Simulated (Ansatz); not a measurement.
A 7-atom cell of Zn3SbN3 (Cm) from a materials database, relaxed with r2SCAN. It is monoclinic, Cm (No. 8); a = 6.777 Å, b = 6.560 Å, c = 5.570 Å, β = 125.2° in the conventional setting, 14.45 Å³ an atom. Zn has 3 N at 1.95–1.96 Å; Zn has 3 N at 1.96–2.00 Å; Sb has 3 N at 2.03–2.05 Å; N has 3 Zn at 1.96–2.00 Å and 1 Sb at 2.05 Å; N has 3 Zn at 1.95–1.97 Å and 1 Sb at 2.03 Å.

```yaml
crystal:
  lattice:
    - [3.38874, -3.27976, 0.00044]
    - [3.38874, 3.27976, 0.00044]
    - [-3.21012, 0.00000, 4.55140]
  atoms:
    - { symbol: Zn, position: [0.64236, 0.64236, 0.11764] }
    - { symbol: Zn, position: [0.75614, 0.31489, 0.51988] }
    - { symbol: Zn, position: [0.31489, 0.75614, 0.51988] }
    - { symbol: Sb, position: [0.06050, 0.06050, 0.00308] }
    - { symbol: N, position: [0.41139, 0.94195, 0.29984] }
    - { symbol: N, position: [0.94195, 0.41139, 0.29984] }
    - { symbol: N, position: [0.69862, 0.69862, 0.81195] }
```

3 runs of the PAW code Ansatz on this cell differ in the functional (and in the settings that go with it). Levels are in eV from each run's valence top; v1 is the last filled band, c1 the first empty one.

Run A, mean stress +0.4 GPa (compression positive):
```tsv
point	v2	v1	c1	c2
Γ	-1.08	-0.69	4.03	5.03
A	-1.34	-0.19	3.55	4.40
I₂	-0.90	-0.42	4.84	5.34
M₂	-0.78	-0.27	5.06	5.91
Y	-1.01	-0.86	4.82	5.07
L₂	-0.85	-0.61	4.21	5.09
```

Run B, mean stress 0.0 GPa (compression positive):
```tsv
point	v2	v1	c1	c2
Γ	-0.95	-0.58	2.63	3.57
A	-1.22	-0.26	2.13	2.96
I₂	-0.75	-0.36	3.35	3.83
M₂	-0.63	-0.17	3.57	4.39
Y	-0.92	-0.71	3.33	3.53
L₂	-0.75	-0.70	2.77	3.60
```

Run C, mean stress +0.5 GPa (compression positive):
```tsv
point	v2	v1	c1	c2
Γ	-1.06	-0.67	3.33	4.31
A	-1.32	-0.20	2.86	3.68
I₂	-0.88	-0.41	4.14	4.62
M₂	-0.76	-0.25	4.35	5.18
Y	-1.00	-0.84	4.10	4.34
L₂	-0.84	-0.61	3.50	4.37
```

Question: Match the runs to r2SCAN, HSE06, PBE0.

Answer: A is PBE0, B is r2SCAN, C is HSE06. In order of the gap: r2SCAN 1.67, HSE06 2.36, PBE0 3.04 eV. The stress vanishes for r2SCAN, which relaxed the cell.

Spin-unpolarised throughout; all numbers are computed.

No spin-orbit coupling is included; it can move band edges with weight on the heavy atoms by tenths of an eV.

The stress of a hybrid is loosely converged in these runs.

The meshes of the hybrids are coarse, so their gaps aren't converged to the digits shown.
